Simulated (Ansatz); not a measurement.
## HfCrSe$_{4}$ in Ansatz, settings compared

input.yaml:

```yaml
crystal:
  lattice:
    - [6.080194, 0.0, 0.0]
    - [0.0, 3.657087, 0.0]
    - [0.0, 0.0, 6.179869]
  atoms:
    - { symbol: Se, position: [0.25, 0.0, 0.33] }
    - { symbol: Se, position: [0.75, 0.0, 0.67] }
    - { symbol: Cr, position: [0.0, 0.0, 0.0] }
    - { symbol: Se, position: [0.25, 0.5, 0.83] }
    - { symbol: Se, position: [0.75, 0.5, 0.17] }
    - { symbol: Hf, position: [0.0, 0.5, 0.5] }
  symmetry: { tolerance: 0.0003 }
kpoints:
  mp_grid: { grid: [3, 5, 3], shift: [0, 0, 0] }
magnetization:
  spin_polarized: false
scf:
  occupations: { method: fermi_dirac }
hamiltonian:
  pseudopotentials: { kind: paw }
  xc: pbesol
basis:
  ecutwfc: 420
output:
  forces: true
  stress: true
  eigenvalues: true
```

The command:

```bash
ansatz run input.yaml --threads 1 --pin off --max-ram 2560MiB --backend cpu --events-out ev --progress --plain --runs-dir out
```

Origin of the cell: a known structure type with other elements, at an estimated volume, so it need not be a known compound.

The smearing width isn't typed, so it takes its default of 0.1 eV.

Output of this run (shortened):

```
Pseudopotentials: kind: paw
Pseudopotential: Se, paw, valence charge 16, recommended cutoff 420 eV (normal), Se.paw.azcp
Pseudopotential: Cr, paw, valence charge 14, recommended cutoff 420 eV (normal), Cr.paw.azcp
Pseudopotential: Hf, paw, valence charge 26, recommended cutoff 420 eV (normal), Hf.paw.azcp
Functional definition: PBEsol
  exchange = pbesol_x
  correlation = pbesol_c
Crystal: 6 atoms, lattice volume = 137.414 Å³
Basis set: ecut = 420 eV, 2653 PW (Γ), exchange–correlation on 90×50×90 points (8 copies of the dense FFT grid, shifted against one another)
Bands: 63, of which v1, the nominal top of the filled ones, is band 52 counted from 1 (51 counted from 0)
Symmetry: 4 space group operations
Space group: P2/m (ITA 10), of the structure as read, at distance tolerance 1.5e-3 Å
k-points: 15 of 45
[… 8 lines left out …]
Initial density: superposition of atomic densities (neutral atoms: chi_scale 0, normalization atom), corrected by the library's trained network
Functional: x = pbesol(κ = 0.804, μ = 0.123457), c = pbesol(β = 0.046)
SCF iter   1: F=—  HF=-40648.038911 eV  Δρ=6.08e-3  dr2=8.36e-2  defer=2
SCF iter   2: F=—  HF=-40648.036804 eV  Δρ=4.69e-3  dr2=1.74e-2  defer=13
SCF iter   3: F=—  HF=-40648.033898 eV  Δρ=3.38e-3  dr2=7.29e-3  defer=13
SCF iter   4: F=—  HF=-40648.032049 eV  Δρ=7.42e-4  dr2=7.51e-4  defer=13
SCF iter   5: F=—  HF=-40648.031805 eV  Δρ=2.53e-4  dr2=8.38e-5  defer=13
SCF iter   6: F=—  HF=-40648.031793 eV  Δρ=1.10e-4  dr2=1.97e-5  defer=13
SCF iter   7: F=—  HF=-40648.031792 eV  Δρ=3.88e-5  dr2=2.51e-6  defer=13
SCF iter   8: F=—  HF=-40648.031792 eV  Δρ=1.75e-5  dr2=2.40e-7  defer=13
SCF iter   9: F=-40648.031792 eV  HF=-40648.031792 eV  Δρ=5.75e-6  dr2=5.05e-8
SCF 1 converged in 9 iterations: F = -40648.031792 eV  dr2 = 5.05e-8
SCF converged after 9 iterations
Free energy (F): -40648.031792 eV
Harris-Foulkes:  -40648.031792 eV  (|F-HF|=3.57e-8)
Internal energy: -40647.793989 eV  (E = F + TS)
E sigma→0 (E₀):  -40647.912891 eV
Entropy (-TS):   -0.237803 eV (-39.634 meV/atom)
Fermi energy:    10.178723 eV
--- Per-component energies (eV) ---
  E_band       = -1885.535908
  E_kinetic    = 1237.084082
  E_local      = -18971.135562  (includes V_loc(G=0)·N_el)
  E_nonlocal   = -3527.732002
  E_hartree    = 9078.464690
  E_xc         = -847.861942
  E_vxc        = -833.515299  (∫ρ·V_xc dr)
  E_paw        = -15445.412954  (= ΣΔE_a)
  E_vpaw       = 2052.831446  (= ΣTr[D̂ρ^β])
  E_aug_tail   = -0.002067  (compensation charges beyond the density's cutoff)
  E_ewald      = -12176.643127
  E_core_change = 5.444893  (= ΣΔE_core)
  E_smearing   = -0.237803  (= −TS)
  Σ components = -40648.031792   (vs F -40648.031792, Δ=0.00e0)
--- Forces (eV/Å), atoms counted from 1 ---
  atom   1  Se     0.509688     0.000000    -0.941373
  atom   2  Se    -0.509688     0.000000     0.941373
  atom   3  Cr     0.000000     0.000000     0.000000
  atom   4  Se    -0.143053     0.000000     1.534832
  atom   5  Se     0.143053     0.000000    -1.534832
  atom   6  Hf     0.000000     0.000000     0.000000
  max |Σ_I F_I| component: 1.11e-16 eV/Å
--- Stress (GPa, compression-positive) ---
        0.252214       0.000000       2.085304
        0.000000      -5.313443       0.000000
        2.085303       0.000000      -3.812439
  P = ⅓ Tr σ = -2.9579 GPa (-29.579 kbar)
```

The same input was run again with these changes:

1. `accuracy` default → high
2. `scf.mixing.preconditioner` default → kerker; `basis.xc_grid` default → 4
3. `basis.ecutrho_ratio` default → 12; `scf.occupations.method` fermi_dirac → methfessel_paxton; `scf.occupations.width` default → 0.025
4. `hamiltonian.xc` pbesol → lda

```json
{"run": "base", "end": "converged", "SCF iterations": "9", "P (GPa)": "-2.96", "max force component (eV/Å)": "1.535", "moment (μB)": "–", "ΔE(σ→0) (meV/atom)": "0"}
{"run": "1", "end": "converged", "SCF iterations": "12", "P (GPa)": "-2.96", "max force component (eV/Å)": "1.535", "moment (μB)": "–", "ΔE(σ→0) (meV/atom)": "0.00"}
{"run": "2", "end": "converged", "SCF iterations": "13", "P (GPa)": "-2.96", "max force component (eV/Å)": "1.535", "moment (μB)": "–", "ΔE(σ→0) (meV/atom)": "0.00"}
{"run": "3", "end": "converged", "SCF iterations": "12", "P (GPa)": "-3.24", "max force component (eV/Å)": "1.563", "moment (μB)": "–", "ΔE(σ→0) (meV/atom)": "2.69"}
{"run": "4", "end": "converged", "SCF iterations": "9", "P (GPa)": "-5.35", "max force component (eV/Å)": "1.481", "moment (μB)": "–", "ΔE(σ→0) (meV/atom)": "–"}
```

Energies are compared only where functional, datasets, charge and starting cell are the same.

Caveats of the base run: no spin polarisation, so a magnetic state may lie lower; no spin-orbit coupling, though heavy elements are present; the k mesh is coarse if the cell is a metal.

Time of the base run: 13 s of wall time on 1 CPU thread(s) of a shared host, from the program's own first density.
